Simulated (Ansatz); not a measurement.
# Mg2AlCr3S8: Coordination and ³³S quadrupole coupling

Cell: a computed structure from the Materials Project (it need not be an observed phase).

```
Mg Al Cr S
1.0
     3.61804    2.08888    5.89433
    -3.61804    2.08888    5.89433
     0.00000   -4.17775    5.89433
Mg Al Cr S
2 1 3 8
Direct
  0.87519 0.87519 0.87519
  0.12481 0.12481 0.12481
  0.50000 0.50000 0.50000
  0.50000 0.50000 0.00000
  0.00000 0.50000 0.50000
  0.50000 0.00000 0.50000
  0.73666 0.73666 0.73666
  0.26297 0.26297 0.71084
  0.26297 0.71084 0.26297
  0.71084 0.26297 0.26297
  0.73703 0.28916 0.73703
  0.28916 0.73703 0.73703
  0.26334 0.26334 0.26334
  0.73703 0.73703 0.28916
```

Atoms are numbered from 1 in the order listed; like atoms form one site, named after its first atom.

Level of theory: DFT, r2SCAN, plane waves and PAW, scalar-relativistic, collinear spin, 500 eV cutoff, Γ-centred 5×5×5 k-points, Fermi–Dirac smearing 0.02 eV (Ansatz 0.2.0). Start moments as typed (μB): 3 on each Cr, none on the rest.

Q(³³S) = -69.40 mb.

Problem. Order the S environments from the weakest to the strongest quadrupole coupling.
A. S8: 2 Cr at 2.43 Å, 1 Al at 2.43 Å, 1 Mg at 2.45 Å
B. S7: 3 Cr at 2.43 Å, 1 Mg at 2.45 Å

Solution. B (1.41 MHz, η = 0.00), A (2.63 MHz, η = 0.04).

An axis of threefold or higher order runs through S7, so V_zz lies along it and η is zero.

The program didn't check the stability of this electronic state in full, so a lower one may lie near. All moments are parallel here, as the start or the cell imposes; many such compounds order antiparallel, where fields and spin densities carried over to other atoms largely cancel. The magnetic order is the one that the run reached from its start moments, not necessarily the measured one.
